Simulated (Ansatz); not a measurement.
Relaxed BaTiO3 (tetragonal-perovskite type, space group P4mm):

```xyz
5
Lattice="3.9728 0.0000 0.0000 0.0000 3.9728 0.0000 0.0000 0.0000 4.1123" Properties=species:S:1:pos:R:3 pbc="T T T"
Ti     1.9864     1.9864     1.8599
Ba     0.0000     0.0000     3.8417
O      1.9864     1.9864     3.6816
O      1.9864     0.0000     1.6948
O      0.0000     1.9864     1.6948
```

Two-dimensional scan of atom 3 (O, nearest neighbour Ti at 1.822 Å; its periodic images, 4.0 Å or more away, move with it): u runs along (1.000, 0.000, 0.000), v along (0.000, 0.000, 1.000) (Cartesian). Cell and other atoms are fixed.

Computed with r2SCAN (plane waves to 500 eV, PAW, scalar-relativistic; Ansatz, a quantum-chemistry and plane-wave program). k mesh 7×7×7 (Γ-centred), Fermi-Dirac smearing 0.05 eV. The energy includes the smearing's −TS. Points where atoms come too close for the PAW data are left out (x in tables, blank in figures). Fu and Fv are the components of the force on the atom. BaTiO3 is run without spin polarisation. BaTiO3 was relaxed with its symmetry unable to fall. The PAW data are Ansatz's earlier set. The zero of ΔE is the undisplaced structure. Axes are in Å.

ΔE (eV/cell), with u across and v down:

| v \ u | -0.270 | -0.135 | 0.000 | 0.135 | 0.270 |
|---|---|---|---|---|---|
| -0.270 | x | x | x | x | x |
| -0.135 | 0.361 | x | x | x | 0.361 |
| 0.000 | 0.220 | 0.054 | 0.000 | 0.054 | 0.220 |
| 0.135 | 0.330 | 0.157 | 0.100 | 0.157 | 0.330 |
| 0.270 | 0.535 | 0.362 | 0.305 | 0.362 | 0.535 |

Fu (eV/Å), with u across and v down:

```
v \ u   -0.270  -0.135  0.000  0.135  0.270
------  ------  ------  -----  -----  -----
-0.270       x       x      x      x      x
-0.135    1.40       x      x      x  -1.40
0.000     1.66    0.81   0.00  -0.81  -1.66
0.135     1.72    0.85   0.00  -0.85  -1.72
0.270     1.72    0.85   0.00  -0.85  -1.72
```

What the scan shows:

Lowest place on the grid: u = 0.000 Å, v = 0.000 Å (0 meV/cell).

(A displaced cell: forces are minus the slopes of the energy, force constants its curvatures, and phonons follow from these.)
